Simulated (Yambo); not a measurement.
Yambo run on RbCl (CsCl type, space group Pm-3m, No. 221). The wavefunctions are PBEsol (pw.x of Quantum ESPRESSO, ONCV potentials, with spin-orbit coupling) ones on a 4×4×4 mesh (16 occupied bands); a = b = c = 3.8861 Å, α = β = γ = 90.00°.

Yambo input:

```
rim_cut
gw0
dyson
el_el_corr
HF_and_locXC
ppa
em1d
RandQpts= 1000000
RandGvec= 1 Ry
EXXRLvcs= 58 Ry
VXCRLvcs= 232 Ry
Chimod= "HARTREE"
% BndsRnXp
 1 | 216 |
%
NGsBlkXp= 8 Ry
% LongDrXp
 1.0 | 1.0 | 1.0 |
%
PPAPntXp= 27.2114 eV
% GbndRnge
 1 | 216 |
%
GTermKind= "none"
DysSolver= "n"
ExtendOut
% QPkrange
 1 | 1 | 16 | 17 |
 6 | 6 | 16 | 16 |
%
```

k points by index: 1 = Γ, 6 = M.

The o-*.qp file then holds:

```
#    K-point    Band    Eo [eV]    E [eV]    E-Eo [eV]    Vxc [eV]    Vnlxc [eV]    Sc|Eo [eV]    Sc|E [eV]    dSc/dw|Eo [eV]    Re(Z)    Im(Z)
#
    1    16    -0.042522    -1.953861    -1.911339    -14.12137    -18.61157    2.137330    2.578865    -6.285552    0.812351    -0.001571
    1    17    4.939347    5.852915    0.913568    -8.276214    -3.993522    -3.229735    -3.369124    -4.151420    0.867632    -0.868468E-3
    6    16    0.000000    -1.912156    -1.912156    -14.16409    -18.67405    2.154731    2.597801    -6.304728    0.811887    -0.001511
```
(The two width columns are left out.) Convergence of these settings isn't established.

Geometry relaxed with PBEsol.

This is not the ordinary phase of the substance.
